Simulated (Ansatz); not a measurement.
Polymorphs of CsPbBr₃, each relaxed with plane-wave PAW PBE (Ansatz code):

A: Pnma
a = 8.529 Å, b = 11.893 Å, c = 8.266 Å, α = β = γ = 90.00°

```csv
atom,site,symmetry,x,y,z
Pb,4a,-1,0.0000,0.0000,0.0000
Cs,4c,.m.,0.0572,0.2500,0.4839
Br,8d,1,0.2932,0.0379,0.2044
Br,4c,.m.,0.0141,0.7500,0.0730
```

B: cubic perovskite (Pm-3m)
a = b = c = 5.9988 Å, α = β = γ = 90.00°

```json
[
 {"atom": "Cs", "site": "1a", "symmetry": "m-3m", "x": "0.0000", "y": "0.0000", "z": "0.0000"},
 {"atom": "Pb", "site": "1b", "symmetry": "m-3m", "x": "0.5000", "y": "0.5000", "z": "0.5000"},
 {"atom": "Br", "site": "3c", "symmetry": "4/mm.m", "x": "0.0000", "y": "0.5000", "z": "0.5000"}
]
```

Question: Rank these by energy per atom at 0 K (lowest first), as PBE gives it.

Answer: A (+0 meV/atom), B (+15 meV/atom)

Question: Give each one's gap.

Answer: A 2.12 eV; B 1.78 eV.

Not the usual ambient phase: B. All cells were relaxed under the symmetry of their starts (and spin orders); stability against distortions was not tested throughout. Scalar-relativistic: spin–orbit coupling is off unless named, which matters more the heavier the elements.

Energies hold the estimated change up to a 700 eV cutoff; steps of a few meV lie near the error of the meshes.

Potentials: the later of the program's two PAW sets.
